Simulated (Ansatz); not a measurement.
Relaxed Ta2Se (space group P4/nmm):

```
CELL_PARAMETERS angstrom
      6.66603     0.00000     0.00000
      0.00000     3.33302     0.00000
      0.00000     0.00000     9.70834
ATOMIC_POSITIONS crystal
  Ta 0.25000 0.00000 0.75641
  Ta 0.75000 0.00000 0.75641
  Ta 0.00000 0.50000 0.24359
  Ta 0.50000 0.50000 0.24359
  Ta 0.00000 0.50000 0.92332
  Ta 0.50000 0.50000 0.92332
  Ta 0.25000 0.00000 0.07668
  Ta 0.75000 0.00000 0.07668
  Se 0.00000 0.50000 0.63376
  Se 0.50000 0.50000 0.63376
  Se 0.25000 0.00000 0.36624
  Se 0.75000 0.00000 0.36624
```

A phonon eigenvector at X = (0.5, 0.0, 0.0) is frozen into this cell: atom i moves by Q times the vector below, so Q is the largest atomic displacement, in Å. The cell is held. It is one choice among 2 degenerate patterns. (q is in reciprocal vectors of the primitive cell; the cell shown is doubled to hold the pattern.)

| atom | x | y | z |
|---|---|---|---|
| Ta1 | 0.118 | 0.000 | -0.039 |
| Ta2 | -0.118 | 0.000 | 0.039 |
| Ta3 | 0.716 | 0.000 | -0.006 |
| Ta4 | -0.716 | 0.000 | 0.006 |
| Ta5 | 0.080 | 0.000 | 0.048 |
| Ta6 | -0.080 | 0.000 | -0.048 |
| Ta7 | 0.013 | 0.000 | 0.292 |
| Ta8 | -0.013 | 0.000 | -0.292 |
| Se9 | -0.058 | 0.000 | 0.165 |
| Se10 | 0.058 | 0.000 | -0.165 |
| Se11 | -0.010 | 0.000 | 1.000 |
| Se12 | 0.010 | 0.000 | -1.000 |

Computed with LDA (plane waves to 420 eV, PAW, scalar-relativistic; Ansatz, a quantum-chemistry and plane-wave program). k mesh 7×14×5 (Γ-centred), Fermi-Dirac smearing 0.05 eV. With partly filled bands, energies and forces of such displacements shift with the k mesh and the smearing. Spin-orbit coupling is left out, though Ta is heavy. Ta2Se is run without spin polarisation. Ta2Se was relaxed with its symmetry unable to fall.

At one point of the scan the forces (eV/Å) are:

| atom | Fx | Fy | Fz |
|---|---|---|---|
| Ta1 | -0.193 | 0.000 | 0.046 |
| Ta2 | 0.191 | 0.000 | -0.033 |
| Ta3 | -1.071 | 0.000 | 0.252 |
| Ta4 | 1.071 | 0.000 | 0.240 |
| Ta5 | -0.087 | 0.000 | -0.066 |
| Ta6 | 0.117 | 0.000 | 0.065 |
| Ta7 | -0.036 | 0.000 | -0.793 |
| Ta8 | 0.008 | 0.000 | 0.195 |
| Se9 | 0.008 | 0.000 | -0.095 |
| Se10 | -0.014 | 0.000 | 0.129 |
| Se11 | 0.004 | 0.000 | -0.636 |
| Se12 | 0.002 | 0.000 | 0.696 |

Q: Which point is it?
A) Q = 0.140 Å
B) Q = 0.187 Å
C) Q = 0.047 Å
D) Q = 0.280 Å

A: B, Q = 0.187 Å

(For displaced atoms, the force is minus the slope of the energy, and its curvature is a force constant, which sets phonon frequencies.)
